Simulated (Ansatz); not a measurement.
A relaxation computed with Ansatz, from input to last step.

```yaml
crystal:
  lattice:
    - [1.8492928074, 1.0676897002, 5.5853373513]
    - [-1.8492928074, 1.0676897002, 5.5853373513]
    - [0.0, -2.1353794003, 5.5853373513]
  atoms:
    - { symbol: Zr, position: [0.0, 0.0, 0.0] }
    - { symbol: Cd, position: [0.75, 0.75, 0.75] }
    - { symbol: Cd, position: [0.25, 0.25, 0.25] }
basis:
  ecutwfc: 420
kpoints:
  mp_grid: { grid: [6, 6, 6] }
hamiltonian:
  xc: pbe
scf:
  occupations: { method: gaussian, width: 0.1 }
  lower_state_search: "off"
output:
  forces: true
  stress: true
  eigenvalues: true
relax:
  adjacent_minimum: "off"
  f_tol: 0.04
  max_steps: 70
  cell: { stress_tol: 0.4 }
```

```bash
ansatz run input.yaml --threads 1 --pin off --max-ram 2560MiB --backend cpu --events-out ev --progress --plain --runs-dir out
```

Computed with Ansatz 0.2.0, DFT PBE, scalar-relativistic, plane waves, PAW.

Of 18 frames 10 are shown, positions in Å and forces in eV/Å; the SCF threshold varies from step to step. Steps run on the plane waves of an earlier cell, with a Pulay correction in the pressure. The basis is chosen afresh for the last frame, the zero of the energies, and at times for earlier ones too; energy and pressure step there, also at an unchanged geometry. Here that happened at step 10 (-30 meV/atom, 2.0 GPa); the frames before carry an error of that size. The mark taken_back stands on steps that the optimiser undid.

```xyz
3
Lattice="1.8493 1.0677 5.5853 -1.8493 1.0677 5.5853 0.0000 -2.1354 5.5853" Properties=species:S:1:pos:R:3:forces:R:3 pbc="T T T" step=1 free_energy_over_end_meV_per_atom=1334.50 pressure_GPa=29.90
Zr    0.0000    0.0000    0.0000    0.0000    0.0000    0.0000
Cd    0.0000    0.0000   12.5670    0.0000    0.0000    5.3043
Cd    0.0000    0.0000    4.1890    0.0000    0.0000   -5.3043
3
Lattice="1.8728 1.0813 5.8807 -1.8728 1.0813 5.8807 0.0000 -2.1625 5.8807" Properties=species:S:1:pos:R:3:forces:R:3 pbc="T T T" step=3 free_energy_over_end_meV_per_atom=334.88 pressure_GPa=3.67
Zr    0.0000    0.0000    0.0000    0.0000    0.0000    0.0000
Cd    0.0000    0.0000   13.6419    0.0000    0.0000    1.0705
Cd    0.0000    0.0000    4.0003    0.0000    0.0000   -1.0705
3
Lattice="1.7871 1.0318 6.4358 -1.7871 1.0318 6.4358 0.0000 -2.0635 6.4358" Properties=species:S:1:pos:R:3:forces:R:3 pbc="T T T" step=5 free_energy_over_end_meV_per_atom=177.22 pressure_GPa=-0.06
Zr    0.0000    0.0000    0.0000    0.0000    0.0000    0.0000
Cd    0.0000    0.0000   15.0822    0.0000    0.0000   -0.3089
Cd    0.0000    0.0000    4.2252    0.0000    0.0000    0.3089
3
Lattice="1.7015 0.9824 6.7934 -1.7015 0.9824 6.7934 0.0000 -1.9647 6.7934" Properties=species:S:1:pos:R:3:forces:R:3 pbc="T T T" step=7 free_energy_over_end_meV_per_atom=121.88 pressure_GPa=1.08
Zr    0.0000    0.0000    0.0000    0.0000    0.0000    0.0000
Cd    0.0000    0.0000   15.8700    0.0000    0.0000    0.0658
Cd    0.0000    0.0000    4.5103    0.0000    0.0000   -0.0658
3
Lattice="1.6650 0.9613 7.0012 -1.6650 0.9613 7.0012 0.0000 -1.9226 7.0012" Properties=species:S:1:pos:R:3:forces:R:3 pbc="T T T" step=9 free_energy_over_end_meV_per_atom=114.86 pressure_GPa=0.09
Zr    0.0000    0.0000    0.0000    0.0000    0.0000    0.0000
Cd    0.0000    0.0000   16.3585    0.0000    0.0000    0.0021
Cd    0.0000    0.0000    4.6452    0.0000    0.0000   -0.0021
3
Lattice="1.6650 0.9613 7.0012 -1.6650 0.9613 7.0012 0.0000 -1.9226 7.0012" Properties=species:S:1:pos:R:3:forces:R:3 pbc="T T T" step=10 free_energy_over_end_meV_per_atom=84.98 pressure_GPa=2.13
Zr    0.0000    0.0000    0.0000    0.0000    0.0000    0.0000
Cd    0.0000    0.0000   16.3585    0.0000    0.0000   -0.0014
Cd    0.0000    0.0000    4.6452    0.0000    0.0000    0.0014
3
Lattice="1.5898 0.9179 7.5437 -1.5898 0.9179 7.5437 0.0000 -1.8358 7.5437" Properties=species:S:1:pos:R:3:forces:R:3 pbc="T T T" step=12 free_energy_over_end_meV_per_atom=22.10 pressure_GPa=1.08
Zr    0.0000    0.0000    0.0000    0.0000    0.0000    0.0000
Cd    0.0000    0.0000   17.6148    0.0000    0.0000   -0.0488
Cd    0.0000    0.0000    5.0162    0.0000    0.0000    0.0488
3
Lattice="1.5670 0.9047 8.0684 -1.5670 0.9047 8.0684 0.0000 -1.8094 8.0684" Properties=species:S:1:pos:R:3:forces:R:3 pbc="T T T" step=14 free_energy_over_end_meV_per_atom=11.56 pressure_GPa=-2.41 taken_back
Zr    0.0000    0.0000    0.0000    0.0000    0.0000    0.0000
Cd    0.0000    0.0000   18.8558    0.0000    0.0000   -0.3048
Cd    0.0000    0.0000    5.3494    0.0000    0.0000    0.3048
3
Lattice="1.5552 0.8979 7.9285 -1.5552 0.8979 7.9285 0.0000 -1.7957 7.9285" Properties=species:S:1:pos:R:3:forces:R:3 pbc="T T T" step=16 free_energy_over_end_meV_per_atom=0.29 pressure_GPa=0.15
Zr    0.0000    0.0000    0.0000    0.0000    0.0000    0.0000
Cd    0.0000    0.0000   18.4866    0.0000    0.0000    0.0035
Cd    0.0000    0.0000    5.2991    0.0000    0.0000   -0.0035
3
Lattice="1.5496 0.8947 7.9805 -1.5496 0.8947 7.9805 0.0000 -1.7893 7.9805" Properties=species:S:1:pos:R:3:forces:R:3 pbc="T T T" step=18 free_energy_over_end_meV_per_atom=0.00 pressure_GPa=0.17
Zr    0.0000    0.0000    0.0000    0.0000    0.0000    0.0000
Cd    0.0000    0.0000   18.6066    0.0000    0.0000   -0.0049
Cd    0.0000    0.0000    5.3349    0.0000    0.0000    0.0049
```

The start puts this composition into another compound's structure type, which needn't suit it. At the end the space group is R-3m (tolerance 0.05 Å).

The run took 31 s on 1 thread of Intel(R) Xeon(R) 6975P-C (Granite Rapids), with other jobs on the host, peak memory 0.44 GiB.

The k mesh is coarse.